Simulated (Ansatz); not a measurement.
# Equation of state of indium, omega (AlB2-type)

These are results of DFT, BLYP, plane waves (420 eV) with PAW, scalar-relativistic in Ansatz, not measurements. (PAW data from PBE, frozen cores regenerated.)

The cell is scaled uniformly from the relaxed one, with fractional coordinates and shape fixed. Energies are extrapolated to zero smearing, pressures are those at the given smearing. Magnetic state: spin not included.

```csv
V (Å³/atom),E − E₀ (meV/atom),P (GPa)
27.709,43.2,4.08
28.969,18.3,2.45
30.228,4.8,1.18
31.488,0.1,0.18
32.747,2.3,-0.59
34.007,9.8,-1.20
35.266,21.6,-1.67
```

(1) Fit a third-order Birch-Murnaghan equation.

## Answers

(1) V₀ = 31.67 Å³/atom, B₀ = 21 GPa, B₀′ = 5.2.
